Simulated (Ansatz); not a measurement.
A: CdS (wurtzite), a = b = 4.164 Å, c = 6.769 Å, α = β = 90.00°, γ = 120.00°
B: ZnS (wurtzite), a = 3.8070 Å, b = 3.8070 Å, c = 6.2462 Å, α = 90.00°, β = 90.00°, γ = 120.00°
C: GaN (wurtzite), a = b = 3.1833 Å, c = 5.1839 Å, α = β = 90.00°, γ = 120.00°

Scan: energy over volume and axial ratio (atoms clamped). All come from one method, each on a k mesh of its own. All were relaxed with their symmetry unable to fall. The PAW data are Ansatz's earlier set.

### Question
Put the candidates in order of modulus against c/a change at fixed volume, (3/4V)·∂²E/∂(ln c/a)² (fitted), highest first, for r2SCAN (plane waves to 500 eV, PAW, scalar-relativistic; Ansatz, a program for electronic structure).

### Answer
C (197 GPa), B (74 GPa), A (51 GPa)

(A scan under strain: stresses follow from slopes of the energy per volume, elastic moduli from its curvatures.)
